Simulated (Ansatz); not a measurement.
Computed with Ansatz 0.2.0, DFT PBE, scalar-relativistic, plane waves, PAW. Settings: cutoff 420 eV, Γ-centred meshes spaced at most about 0.3 Å⁻¹, and about 0.25 Å⁻¹ or finer for metals (2π included), Gaussian smearing. No spin polarisation in the final relaxations.

These are static total energies at zero pressure. All come from trial cells, and lower structures may exist.

Question: Order these relaxed structures of CdHgS2 by energy, lowest first, with the energy over the lowest of them.
A.

```cif
data_structure
_symmetry_space_group_name_H-M 'P4/mmm'
_symmetry_Int_Tables_number 123
_cell_length_a 5.0456
_cell_length_b 5.0456
_cell_length_c 3.5896
_cell_angle_alpha 90.000
_cell_angle_beta 90.000
_cell_angle_gamma 90.000
_cell_volume 91.38
loop_
_atom_site_label
_atom_site_type_symbol
_atom_site_symmetry_multiplicity
_atom_site_Wyckoff_symbol
_atom_site_fract_x
_atom_site_fract_y
_atom_site_fract_z
_atom_site_occupancy
Cd1 Cd 1 d 0.50000 0.50000 0.50000 1
Hg1 Hg 1 a 0.00000 0.00000 0.00000 1
S1 S 2 f 0.50000 0.00000 0.00000 1
```

B.

```cif
data_structure
_symmetry_space_group_name_H-M 'P-6m2'
_symmetry_Int_Tables_number 187
_cell_length_a 4.0518
_cell_length_b 4.0518
_cell_length_c 7.6301
_cell_angle_alpha 90.000
_cell_angle_beta 90.000
_cell_angle_gamma 120.000
_cell_volume 108.48
loop_
_atom_site_label
_atom_site_type_symbol
_atom_site_symmetry_multiplicity
_atom_site_Wyckoff_symbol
_atom_site_fract_x
_atom_site_fract_y
_atom_site_fract_z
_atom_site_occupancy
Cd1 Cd 1 a 0.00000 0.00000 0.00000 1
Hg1 Hg 1 f 0.66667 0.33333 0.50000 1
S1 S 2 i 0.66667 0.33333 0.80688 1
```

Answer: B (0 meV/atom), A (320 meV/atom). Forms: B P-6m2; A P4/mmm. Counting S atoms around Cd and Hg (those within 1.25 times the shortest such distance or 1.15 times the sum of covalent radii; the shortest distance is added where it is long for a bond): B has Cd 6, Hg 2; A has Cd 8 from 3.1 Å, Hg 4.

Spin–orbit coupling, which can matter for Hg, is left out. Cells relaxed within their symmetry can be saddle points. Some types were kept out of the candidates beforehand, so the set may lack a known form.
